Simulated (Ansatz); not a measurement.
MnO:
```
MnO
1.0
    3.37185     0.00000     0.00000
   -1.68593     2.92011     0.00000
    0.00000     0.00000     5.34186
Mn O
2 2
Direct
  0.33333   0.66667   0.00652
  0.66667   0.33333   0.50652
  0.33333   0.66667   0.37991
  0.66667   0.33333   0.87991
```
Starting moments (μB, in the order of the atoms Mn Mn O O): 4.5 -4.5 -0.1 0.1.

Relaxed with r²SCAN. Special points in fractions of this cell's reciprocal vectors: Γ (0.000, 0.000, 0.000); M (0.500, 0.000, 0.000); K (0.333, 0.333, 0.000); A (0.000, 0.000, 0.500); L (0.500, 0.000, 0.500); H (0.333, 0.333, 0.500).

List the band energies nearest the valence-band maximum at these points for r²SCAN in the plane-wave PAW code Ansatz.

In eV from the valence-band maximum; about four levels below and three above (degenerate sets whole), none deeper than 8.9 eV; points with the same levels are listed once.

| k | below | above |
|---|---|---|
| Γ ↑ | -2.28 -2.28 -0.84 -0.05 -0.05 | 0.23 3.33 3.33 |
| M ↑ | -2.13 -1.89 -1.61 -0.88 | 2.63 3.22 3.55 |
| K ↑ | -1.96 -1.81 -1.43 -1.37 | 2.19 3.40 3.41 |
| A ↑ | -2.18 -2.18 -0.69 0.00 0.00 | 2.43 2.66 3.34 3.34 |
| L ↑ | -2.11 -2.11 -1.85 -0.86 -0.80 | 2.59 3.24 3.62 |
| H ↑ | -1.91 -1.45 -1.36 -0.86 | 2.10 3.28 3.61 |

Space group P6_3mc (wurtzite). The workflow started from an entry of the Crystallography Open Database (COD), which files this formula under 2 space groups. It is not the phase usual at ambient conditions (space group No. 225). Symmetry was held in the r²SCAN relaxation, as lowered by the spin order; its stability against distortions is not shown here. Magnetic state: antiferromagnetic, chosen from 2 collinear starts compared on coarse meshes (ties went to the first, and starts can fall back to one state), not a proven ground state. Other orbital occupations within this spin state were not tried. No Hubbard U is applied. Point labels and valley counts follow the cell and symmetry of the run, lower than the named group.

Potentials: the later of the program's two PAW sets.
